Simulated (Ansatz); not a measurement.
The relaxed structure here is a generated cell of Cd: the first start was made by placing the elements on the sites of a structure type, and the end was not matched to a known phase here, so it may be hypothetical. Known forms of Cd include space group No. 194.

One starting cell of Cd (a generated trial cell of Cd in the beta-Sn structure type) was relaxed twice with Ansatz (plane waves, PAW, scalar-relativistic): with r2SCAN at 500 eV and with PBE at 420 eV. The r2SCAN result:

```
Cd
1.0
   -2.91986     2.91986     1.44054
    2.91986    -2.91986     1.44054
    2.91986     2.91986    -1.44054
Cd
2
Direct
  0.75000   0.25000   0.50000
  0.00000   0.00000   0.00000
```

| quantity | r2SCAN | PBE |
|---|---|---|
| space group | I4₁/amd | I4₁/amd |
| volume (Å³/atom) | 24.56 | 25.81 |
| a (Å) | 5.840 | 5.859 |
| c (Å) | 2.881 | 3.008 |
| gap (eV, no spin-orbit coupling) | 0.00 | 0.00 |

Both levels end in the same structure; PBE's volume is 5.1 % larger. Neither column is exact.

No spin polarisation in the result.

The run could not lose the symmetry of its start, so the end can be a saddle point.

All atoms sit on sites fixed by symmetry, so only the cell could relax.

Ansatz is a program for electronic structure.
